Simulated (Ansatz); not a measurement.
## YCl: two-dimensional strain map

Theory: DFT r2SCAN, scalar-relativistic, plane waves, PAW (Ansatz 0.2.0). Cutoff 500 eV, Γ-centred 12×12×12 k-points, Gaussian smearing of 0.15 eV. No spin polarisation. Energies are free energies at this smearing, counted from the undisturbed cell; pressure is positive in compression.

Zero of the scan (as given, not relaxed at this level; it stands at 1.6 GPa, and it needn't be the usual structure):

```
CELL_PARAMETERS angstrom
1.87615 1.08320 9.17500
-1.87615 1.08320 9.17500
0.00000 -2.16639 9.17500
ATOMIC_POSITIONS crystal
Y 0.21683 0.21683 0.21683
Y 0.78317 0.78317 0.78317
Cl 0.38830 0.38830 0.38830
Cl 0.61170 0.61170 0.61170
```

The cell holds layers and no dispersion correction was added, so their binding is poorly described.

The cell is strained by p along both x and y and by q along z, fractional coordinates fixed. Points are written (p, q).

Energy above the undisturbed cell in meV/atom (a dash: not computed):

| p \ q | -0.080 | -0.040 | 0.000 | 0.040 | 0.080 |
| --- | --- | --- | --- | --- | --- |
| -0.080 | 387.4 | 266.3 | 181.9 | 132.0 | ? |
| 0.000 | 96.5 | – | 0.0 | – | 15.7 |
| 0.080 | 92.9 | – | 74.1 | – | ? |

Problem. Fill in the withheld energies.

Solution. (-0.080, 0.080): 113.9; (0.080, 0.080): 148.5.